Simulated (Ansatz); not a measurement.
VSn₂:
```
VSn2
1.0
    0.00000     4.70868     9.31422
    2.75297     0.00000     9.31422
    2.75297     4.70868     0.00000
V Sn
4 8
Direct
  0.87777   0.87777   0.62223
  0.62223   0.62223   0.87777
  0.37223   0.37223   0.62777
  0.62777   0.62777   0.37223
  0.91559   0.58441   0.91559
  0.58441   0.91559   0.58441
  0.33441   0.66559   0.33441
  0.66559   0.33441   0.66559
  0.16571   0.16571   0.33429
  0.33429   0.33429   0.16571
  0.08429   0.08429   0.91571
  0.91571   0.91571   0.08429
```

Relaxed with r²SCAN. Special points in fractions of this cell's reciprocal vectors: Γ (0.000, 0.000, 0.000); Y (0.500, 0.000, 0.500); T (1.000, 0.500, 0.500); Z (0.500, 0.500, 0.000); Σ0 (0.000, 0.357, 0.357); U0 (1.000, 0.643, 0.643); C0 (0.500, 0.186, 0.686); A0 (0.500, 0.814, 0.314); L (0.500, 0.500, 0.500).

Task: List the band energies nearest the Fermi level at these points for DFT-r²SCAN in the program Ansatz with PAW potentials.

Result: In eV from the Fermi level; about four levels below and three above (degenerate sets whole), none deeper than 8.9 eV; points with the same levels are listed once.

| k | below | above |
|---|---|---|
| Γ | -1.07 -0.82 -0.43 -0.36 | 0.35 0.36 1.16 |
| Y | -0.93 -0.93 -0.62 -0.62 | 0.18 0.18 0.39 0.39 |
| T | -0.66 -0.66 -0.14 -0.14 | 0.40 0.40 0.60 0.60 |
| Z | -0.62 -0.62 -0.29 -0.29 | 0.36 0.36 1.56 1.56 |
| Σ0 | -0.59 -0.50 -0.45 -0.13 | 0.11 0.58 0.69 |
| C0 | -0.41 -0.41 -0.34 -0.34 | 0.19 0.19 0.89 0.89 |
| L | -0.78 -0.78 -0.66 -0.15 | 0.13 0.34 0.66 0.67 |

Space group Fddd. The first step of the workflow began from a Materials Project structure, measured or hypothetical; the Crystallography Open Database files this formula in space group No. 70, but the cells were not matched. Its standing as an ambient phase is unchecked. The cell was relaxed with r²SCAN under the symmetry of its start; whether a distortion lowers the energy is not shown. The run is not spin-polarised. Spin–orbit coupling is left out wherever it is not named.

Potentials: the later of the program's two PAW sets.
